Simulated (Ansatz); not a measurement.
Na$_{2}$HF$_{4}$, in the lowest of the structures calculated here: P2/m (No. 10), mP7; a = 4.385 Å, b = 3.849 Å, c = 5.720 Å, α = 90.00°, β = 107.33°, γ = 90.00°; Na 1g (0.500, 0.000, 0.500); Na 1b (0.000, 0.500, 0.000); H 1f (0.000, 0.500, 0.500); F 2m (0.272, 0.000, 0.010); F 2n (0.193, 0.500, 0.406). The numbers are results of PBEsol (plane waves to 420 eV, PAW, scalar-relativistic; Ansatz, a quantum-chemistry and plane-wave program), not measurements. Element references, the lowest calculated here: Na (P6₃/mmc, not the ambient form), H (Pa-3, a generated molecular cell), F (R-3m, a generated molecular cell); gases are represented by their molecular solids.

Question: What formation energy of this P2/m form of Na2HF4 from the elements does PBEsol give?

Answer: -1.99 eV/atom.

Static energies, no anion corrections, no zero-point energy. Values are rounded to 0.01 eV/atom. The compounds carry no spin polarisation. The relaxed primitive cell holds an odd number of electrons. A magnetic state may lie lower.
